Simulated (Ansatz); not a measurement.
**KCoF₃ (Pm-3m)**

All numbers are calculated (LDA+U, U_eff = 3.0 eV (Dudarev form) on Co d, fully localised double counting, collinear spin, scalar-relativistic, 420 eV, PAW set soft_2 (made for PBE), 5×5×5 mesh, Gaussian smearing of 0.05 eV) with the plane-wave PAW code Ansatz.

```xyz
5
Lattice="4.0710 0.0000 0.0000 0.0000 4.0710 0.0000 0.0000 0.0000 4.0710" Properties=species:S:1:pos:R:3 pbc="T T T"
K     0.0000    0.0000    0.0000
Co    2.0355    2.0355    2.0355
F     0.0000    2.0355    2.0355
F     2.0355    0.0000    2.0355
F     2.0355    2.0355    0.0000
```

The structure is that of a cell as deposited in COD, unrelaxed.

Cell and atoms stay fixed. Atoms count from 1 in the text and from 0 in parts of the program's output.

Two runs on this cell converged from different starts. The ends of their outputs, energies left out (λ are the eigenvalues of a shell's occupation matrix):

Run A:

```
Magnetization: 3.0000 μB (25.0000 up, 22.0000 down)
Absolute magnetization: 3.0142 μB (∫|ρ↑−ρ↓|, with the PAW one-centre terms)
Per-site moments (μB) at R_I (Å): [(-0.00075, 1.18744), (2.59630, 0.83964), (0.05104, 0.83964), (0.07911, 0.83964), (0.07911, 0.83964)]
Fermi energy:    6.273160 eV
--- Forces (eV/Å), atoms counted from 1 ---
  atom   1  K      0.00000000     0.00000000     0.00000000
  atom   2  Co     0.00000000     0.00000000     0.00000000
  atom   3  F      0.00000000     0.00000000     0.00000000
  atom   4  F      0.00000000     0.00000000     0.00000000
  atom   5  F      0.00000000     0.00000000     0.00000000
--- Stress (GPa, compression-positive) ---
       -3.146249       0.000000       0.000000
        0.000000      -6.745616       0.000000
        0.000000       0.000000      -6.745616
  P = ⅓ Tr σ = -5.5458 GPa (-55.458 kbar)
--- Löwdin populations: 5 sites ---
  site symbol       q [e]    m [muB]
     0      K      8.1957     0.0003
     1     Co     15.6555     2.7337
     2      F      7.6640     0.0664
     3      F      7.6494     0.0967
     4      F      7.6494     0.0967
--- Occupation matrices: 1 shell (run DFT+U table (all-electron-ortho-atomic); ε = 9.32e-4) ---
  Co1 d_3D up     Tr n = 4.9900  λ = 0.996 0.996 0.999 0.999 0.999
  Co1 d_3D dn     Tr n = 2.2528  λ = 0.047 0.100 0.114 0.996 0.996
```

Run B:

```
Magnetization: 3.0000 μB (25.0000 up, 22.0000 down)
Absolute magnetization: 3.0187 μB (∫|ρ↑−ρ↓|, with the PAW one-centre terms)
Per-site moments (μB) at R_I (Å): [(-0.00073, 1.18744), (2.59545, 0.83964), (0.06858, 0.83964), (0.06858, 0.83964), (0.06858, 0.83964)]
Fermi energy:    6.354823 eV
--- Forces (eV/Å), atoms counted from 1 ---
  atom   1  K      0.00000000     0.00000000     0.00000000
  atom   2  Co     0.00000000     0.00000000     0.00000000
  atom   3  F      0.00000000     0.00000000     0.00000000
  atom   4  F      0.00000000     0.00000000     0.00000000
  atom   5  F      0.00000000     0.00000000     0.00000000
--- Stress (GPa, compression-positive) ---
       -5.322263       0.057216      -0.057216
        0.057216      -5.322263      -0.057216
       -0.057216      -0.057216      -5.322263
  P = ⅓ Tr σ = -5.3223 GPa (-53.223 kbar)
--- Löwdin populations: 5 sites ---
  site symbol       q [e]    m [muB]
     0      K      8.1957     0.0004
     1     Co     15.6514     2.7385
     2      F      7.6557     0.0850
     3      F      7.6557     0.0850
     4      F      7.6557     0.0850
--- Occupation matrices: 1 shell (run DFT+U table (all-electron-ortho-atomic); ε = 6.21e-3) ---
  Co1 d_3D up     Tr n = 4.9902  λ = 0.996 0.996 0.999 0.999 0.999
  Co1 d_3D dn     Tr n = 2.2483  λ = 0.048 0.105 0.105 0.996 0.996
```

Q: Which run lies higher in energy, by how much, and why?

A: Run A, by 23.6 meV/atom. Run A has 7 d electrons in filled orbitals, 3 of them unpaired, the high-spin filling, a gap of 1.59 eV and a whole-number cell moment of 3 μB, as a collinear insulator must have; run B has 7 d electrons in filled orbitals, 3 of them unpaired, the high-spin filling, a gap of 1.91 eV and a whole-number cell moment of 3 μB, as a collinear insulator must have. Run A kept 16 symmetry operations, run B 12. Both fill the same number of orbitals in each spin, so they differ in which orbitals are filled. With J = 0 the Hubbard energy is (U/2) Σ λ(1 − λ), a penalty on fractional natural occupations. The sums Σ λ(1 − λ) over the cell's shells are 0.25 for run B and 0.25 for run A, which at U/2 = 1.50 eV give 0.38 and 0.38 eV per cell. The two differ by 0.00 eV, within U times the program's tolerance on the occupations (0.006), so the Hubbard term itself makes little of the difference of 0.12 eV per cell, though U shapes both states.

With one Co ion in the cell, Co moments can't oppose each other.

In the lower state the fixed cell carries a pressure of -5.3 GPa (the cell is larger than this level of theory would relax to); relaxing would change energies and could change the order of close states.

Run A started from: random orbitals: single harmonics, high spin, moments Co2 3.00 μB, occupations held until the density converged. Run B started from atoms, default search, moments Co2 3.00 μB. At this level the cell was started in 11 ways. Run B holds the lowest state found for this cell, which doesn't make it the ground state. U wasn't fitted or computed for this material, so the results show what this U gives and needn't match the real solid. Gaps are Kohn–Sham gaps over the k-mesh alone and may be smaller between its points.
